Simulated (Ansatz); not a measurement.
**A sublattice moved along a line in CaBC**

Method: Ansatz 0.2.0, DFT PBE, scalar-relativistic, plane waves, PAW. Cutoff 420 eV, Γ-centred 18×18×6 k-points, Gaussian smearing of 0.15 eV. No spin polarisation. Energies are free energies at this smearing, counted from the undisturbed cell; pressure is positive in compression.

The starting cell (relaxed at this level; it needn't be the usual structure):

```
Ca B C
1.0
     2.96198    0.00000    0.00000
    -1.48099    2.56515    0.00000
     0.00000    0.00000    8.19338
Ca B C
2 2 2
Cartesian
  0.0000 0.0000 0.0000
  0.0000 0.0000 4.0967
  1.4810 0.8550 2.0483
  0.0000 1.7101 6.1450
  1.4810 0.8550 6.1450
  0.0000 1.7101 2.0483
```

Every B atom is moved by x along the Cartesian unit vector (0.000, 0.000, 1.000); the cell and all other atoms stay fixed. The cell is metallic on the mesh throughout.

```csv
x (Å),ΔE (meV/cell)
-0.5000,3086.8
-0.2500,714.6
0.0000,0.0
0.1250,174.4
0.3125,1135.6
0.3750,1666.8
0.4375,2315.3
```

Q: Predict the force along x on the moved atoms (eV/Å) at each point.

A:
```csv
x (Å),force along x on the moved atoms (eV/Å)
-0.5000,13.35
-0.2500,5.89
0.0000,0.00
0.1250,-2.81
0.3125,-7.60
0.3750,-9.42
0.4375,-11.35
```

Cost: 7 runs of about 4.4 core-minutes in all, on Arm Neoverse N1 (shared hosts).